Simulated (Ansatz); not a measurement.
## MoS2 with Mn replacing Mo: do the settings matter for the field gradients?

Cell: a supercell of MoS2 (space group P6_3/mmc) built from a structure deposited in the COD, with all atoms left at the host's positions.

Space group P-6m2 (No. 187); a = 6.3380, c = 12.3240 Å, γ = 120.00°.

```csv
site,Wyckoff,site symmetry,x,y,z
Mn,1a,-6m2,0.0000,0.0000,0.0000
Mo2,3j,mm2,0.0000,0.5000,0.0000
Mo5,3k,mm2,0.1667,0.8333,0.5000
Mo8,1f,-6m2,0.6667,0.3333,0.5000
S9,2g,3m.,0.0000,0.0000,0.3730
S10,6n,.m.,0.0000,0.5000,0.3730
S13,6n,.m.,0.1667,0.8333,0.8730
S16,2i,3m.,0.6667,0.3333,0.8730
```

One atom of each set is listed.

Reference run. The numbers come from a DFT calculation in Ansatz (PBE, plane waves and PAW, scalar-relativistic, collinear spin, 420 eV cutoff, Γ-centred 4×4×2 k-points, Fermi–Dirac smearing 0.01 eV, cell charge -1). Start moments as typed (μB): 4 on each Mn, none on the rest.

Question: The input is changed as follows: `kpoints.mp_grid.grid`: [4, 4, 2] → [5, 5, 2]. What happens to V_zz (10²¹ V/m²) and η?

Answer: 

```tsv
site	V_zz reference	η reference	V_zz changed	η changed
Mn	-0.41	0.00	-0.65	0.00
Mo2	-7.28	0.29	-7.42	0.29
Mo5	-7.54	0.01	-7.55	0.02
Mo8	-7.28	0.00	-7.31	0.00
S9	-5.28	0.00	-5.28	0.00
S10	-5.21	0.00	-5.21	0.01
S13	-4.27	0.37	-4.22	0.34
S16	-4.88	0.00	-4.89	0.00
```

The largest change of V_zz is on Mn, from -0.41 to -0.65. In per cent, |V_zz| changes by 0 to +2 on Mo, -1 to 0 on S (all sites that start above 2). That the mesh alone moves the values this far shows that they aren't yet converged in k-points. SCF iterations: 20 and 21.

On the reference run: The defect repeats with the cell of 24 atoms, so it feels its images: sites between two images don't show the values beside a lone defect, and zeros or small values of η there can come from the images' arrangement. Mo and S carry a gradient in the pure host already, so the values there aren't the defect's effect alone. A uniform background compensates the cell's charge. The defect cell has no gap above 0.1 eV on its mesh, so the values can hang on the smearing and the k-mesh. Without spin–orbit coupling (the program notes it for Mo) the gradients can shift somewhat, as the gap is small. The neighbours have not yet relaxed around the defect (largest force 0.67 eV/Å), so a real crystal will differ.
